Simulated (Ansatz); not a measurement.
## AlGa$_{3}$As$_{4}$, first-principles data

AlGa3As4:
```yaml
crystal:
  lattice:
    - [4.01056, 0.00000, 0.00000]
    - [0.00000, 4.01056, 0.00000]
    - [0.00000, 0.00000, 11.32561]
  atoms:
    - { symbol: Ga, position: [0.00000, 0.00000, 0.75028] }
    - { symbol: As, position: [0.50000, 0.00000, 0.87517] }
    - { symbol: Ga, position: [0.50000, 0.50000, 0.00000] }
    - { symbol: As, position: [0.00000, 0.50000, 0.12483] }
    - { symbol: Ga, position: [0.00000, 0.00000, 0.24972] }
    - { symbol: As, position: [0.50000, 0.00000, 0.37516] }
    - { symbol: Al, position: [0.50000, 0.50000, 0.50000] }
    - { symbol: As, position: [0.00000, 0.50000, 0.62484] }
```

Space group P-4m2 (No. 115); conventional cell a = 4.0106 Å, b = 4.0106 Å, c = 11.3256 Å, α = 90.00°, β = 90.00°, γ = 90.00°.

Method: the program Ansatz at the r²SCAN level (PAW). Geometry: relaxed at this level of theory. Other levels are named where they apply.

**Cell and energy**

| Item | Result |
|---|---|
| Volume per atom | 22.77 Å³ |
| Density | 4.88 g/cm³ |

**Electronic structure**

| Item | Value |
|---|---|
| Band gap | 1.29 eV (direct) |
| Valence-band maximum | at Γ |
| Conduction-band minimum | at Γ |
| Electron effective mass | 0.074, 0.074, 0.082 mₑ (principal values) |
| Electron effective mass with spin–orbit coupling | 0.073, 0.073, 0.081 mₑ (principal values) |
| Hole effective mass, band 1 of 2 at the edge | 2.7 along x, 0.38 along z (mₑ) |
| Hole effective mass, band 2 of 2 at the edge | 0.062 along x, 0.38 along z (mₑ) |
| Hole effective mass with spin–orbit coupling | 0.36 along z (mₑ) |
| HSE06 gap on the r²SCAN cell | 1.68 eV |
| Gap with spin–orbit coupling | 1.19 eV |

**Mechanics**

| Quantity | Value |
|---|---|
| Bulk modulus (Birch–Murnaghan fit) | 73.2 GPa |
| Pressure derivative B′ | 4.5 |
| Elastic constants (relaxed ions, GPa) | C11 = 144, C12 = 24.3, C13 = 51.4, C33 = 117, C44 = 59.7, C66 = 32.9 |
| Mechanical stability | stable (all eigenvalues of C positive) |
| Hill bulk and shear moduli | 73.4 and 47.0 GPa |
| Young's modulus | 116 GPa |
| Poisson's ratio | 0.24 |
| Debye temperature from the elastic constants | 361 K |
| Piezoelectric stress constants (proper, relaxed ions, C/m²) | e15 = -0.20, e24 = 0.20, e31 = -0.19, e32 = 0.19 |

**Charges**

| Property | Value |
|---|---|
| Bader charges | Ga +0.77 to +0.78, As -1.43 to -0.77, Al +2.08 e |

The start of the workflow was typed in or built on a structure type; neither database checked (COD, Materials Project) lists it. Whether it is the stable phase at ambient conditions was not checked. Symmetry was held in the r²SCAN relaxation; whether a distortion lowers the energy is not shown. Signs of piezoelectric constants follow the polarity of the cell as given. Spin–orbit coupling is left out wherever it is not named.

Potentials: the earlier of the program's two PAW sets. The files were generated under PBE; for other functionals the program regenerates the frozen cores, and for LDA and PBEsol the local potential too.
